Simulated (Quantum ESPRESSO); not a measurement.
# Computed records: Ga₃GeCN₃ (made-up cell)

Calculation on a made-up crystal cell, not a measurement, run twice, once with a planted mistake found by running each candidate: periodic Kohn-Sham density functional theory in plane waves with PseudoDojo standard norm-conserving scalar-relativistic pseudopotentials, each functional with its own files (v0.5 for PBE, v0.4.1 for LDA and PBEsol), no spin polarisation, no spin-orbit coupling, atoms not relaxed, stress positive in tension, energies less a fixed whole-eV offset for each atom's element; levels are Kohn-Sham levels at fractions of this cell's reciprocal vectors, counted from the reference band (half the neutral cell's valence electrons, rounded up) at Gamma; error bars cover cutoff and k-mesh only, not smearing or the files; a charged cell sits in a uniform background, with energy and stress on this program's zero of potential; each bar is the largest change over components, and at least 0.002 eV, 0.002 eV per angstrom or 0.02 GPa; energies are for the whole cell, and the offsets were chosen from early runs and are not element reference energies; a distance is the largest change of any value in units of its error bar, a scale change is of lengths, and a coarse mesh keeps the half-step shift. Program: Quantum ESPRESSO 7.5.

```cif
# cell vector a (Å): 3.2072 0.0000 0.0000
# cell vector b (Å): 0.0000 5.5550 0.0000
# cell vector c (Å): 0.0000 0.0000 5.2373
data_Ga3GeCN3
_symmetry_space_group_name_H-M 'P 1'
_symmetry_Int_Tables_number 1
_cell_length_a 3.2072
_cell_length_b 5.5550
_cell_length_c 5.2373
_cell_angle_alpha 90.000
_cell_angle_beta 90.000
_cell_angle_gamma 90.000
_cell_volume 93.31
loop_
_atom_site_label
_atom_site_type_symbol
_atom_site_fract_x
_atom_site_fract_y
_atom_site_fract_z
_atom_site_occupancy
Ga1 Ga 0.99676 0.00040 0.99857 1
Ga2 Ga 0.49510 0.49271 0.00323 1
Ge1 Ge 0.50664 0.17071 0.49942 1
Ga3 Ga 0.99663 0.66603 0.49991 1
C1 C 0.00567 0.99885 0.37092 1
N1 N 0.49981 0.50158 0.37269 1
N2 N 0.49414 0.16526 0.86852 1
N3 N 0.99800 0.66490 0.87727 1
_calc_lattice_type 'wurtzite'
_calc_intended_functional 'pbe'
_calc_intended_cutoff 1143  # eV
_calc_intended_fermi_dirac_smearing 0.025  # eV
_calc_intended_scf_tolerance 1e-07  # eV
_calc_intended_electrons_removed 0
_calc_healthy_free_energy_less_offsets -3.616  # eV
_calc_healthy_smearing_term_minus_ts 0  # eV
_calc_healthy_scf_iterations 13
_calc_healthy_pressure 3.79  # GPa
_calc_healthy_stress_xx -2.81  # GPa
_calc_healthy_stress_yy -3.07  # GPa
_calc_healthy_stress_zz -5.5  # GPa
_calc_healthy_stress_yz -0.08  # GPa
_calc_healthy_stress_xz -0.13  # GPa
_calc_healthy_stress_xy -0.2  # GPa
_calc_healthy_reference_band 36
_calc_faulty_free_energy_less_offsets -14.049  # eV
_calc_faulty_smearing_term_minus_ts -0.002  # eV
_calc_faulty_scf_iterations 13
_calc_faulty_pressure -23.09  # GPa
_calc_faulty_stress_xx 23.76  # GPa
_calc_faulty_stress_yy 23.88  # GPa
_calc_faulty_stress_zz 21.62  # GPa
_calc_faulty_stress_yz -0.31  # GPa
_calc_faulty_stress_xz -0.13  # GPa
_calc_faulty_stress_xy -0.24  # GPa
_calc_faulty_fermi_level -0.74  # eV
_calc_faulty_reference_band 36
_calc_candidate_k_points_along_each_vector 2
_calc_candidate_cutoff 717  # eV
_calc_candidate_smearing 0.39  # eV
_calc_candidate_functional 'pbesol'
_calc_candidate_scf_tolerance 0.5  # eV
_calc_candidate_electrons_removed 1
_calc_candidate_scale_change 1.73  # percent
_calc_candidate_first_exchanged_site 4
_calc_candidate_second_exchanged_site 6
_calc_intended_k_mesh '5 x 4 x 4, shifted by half a step'
_calc_structure_shown 'as intended, without the mistake'
_calc_fault_kind ?
```

Atoms:
```
atoms element  atom site  atom energy offset (eV)
           Ga          1                    -2080
           Ga          2                    -2080
           Ge          3                    -2430
           Ga          4                    -2080
            C          5                     -163
            N          6                     -283
            N          7                     -283
            N          8                     -283
```

Healthy forces:
```
site  x (eV/Å)  y (eV/Å)  z (eV/Å)
   1    -0.052    -0.459    -0.236
   2     0.097     0.785    -0.618
   3    -0.173    -0.806    -0.633
   4     0.143      0.38     0.311
   5    -0.025     1.359     1.084
   6    -0.069    -1.072     0.748
   7     0.188     0.333    -0.609
   8    -0.109     -0.52    -0.047
```

Healthy levels:
```
level k point  next band up (eV)
        Gamma              1.822
(1/2,1/2,1/2)              2.792
   (0.15,0,0)              2.803
   (0,0.15,0)              2.267
   (0,0,0.15)               2.37
```

Faulty forces:
```
site  x (eV/Å)  y (eV/Å)  z (eV/Å)
   1    -0.049    -0.551    -0.677
   2     0.085      0.83    -0.719
   3    -0.153    -0.126    -0.055
   4     0.132    -0.089     0.521
   5     -0.04     1.096     0.873
   6    -0.064    -0.993     0.668
   7     0.184     0.152    -0.571
   8    -0.096     -0.32     -0.04
```

Faulty levels:
```
level k point  next band up (eV)
        Gamma              2.198
(1/2,1/2,1/2)              3.154
   (0.15,0,0)              3.134
   (0,0.15,0)              2.618
   (0,0,0.15)              2.714
```

Candidate mistake: coarse kmesh, low cutoff, wide smearing, wrong functional, loose scf, wrong charge, cell scaled, atoms exchanged

Question: Estimate the fault kind of Ga₃GeCN₃ (made-up cell).
Answer: wrong charge

Further results for Ga₃GeCN₃ (made-up cell):

```
other mistakes run                  : 7
distance from healthy               : 932.2 error bars
distance from nearest other mistake : 849.8 error bars
healthy error bar energy            : 0.01119 eV
healthy error bar stress            : 0.07311 GPa
healthy error bar force             : 0.005816 eV/Å
healthy error bar next band up      : 0.002335 eV
```
